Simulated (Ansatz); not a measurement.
SiC (zinc blende), relaxed with PBE (Ansatz, an electronic-structure program, plane waves, PAW): a = 4.380 Å, b = 4.380 Å, c = 4.380 Å, α = 90.00°, β = 90.00°, γ = 90.00°.

| Item | Result |
|---|---|
| gap (eV) | 1.37 |
| ΔH_f (eV/atom) | -0.20 |
| B₀ by P(V) fit (GPa) | 212 |
| electron conductivity mass (mₑ) | 0.29 |

Problem. The same phase is relaxed and computed with r²SCAN in the same code. What are the cell and these values now?

Solution. a = 4.3563 Å, b = 4.3563 Å, c = 4.3563 Å, α = 90.00°, β = 90.00°, γ = 90.00°.

gap (eV): 1.71
ΔH_f (eV/atom): -0.30
B₀ by P(V) fit (GPa): 227
electron conductivity mass (mₑ): 0.29

All cells were relaxed under the symmetry of their starts (and spin orders); stability against distortions was not tested throughout.

Potentials: the later of the program's two PAW sets.

Ansatz is a plane-wave DFT program.

Formation energies count from the lowest solids of the elements computed at the same level, not from gases.
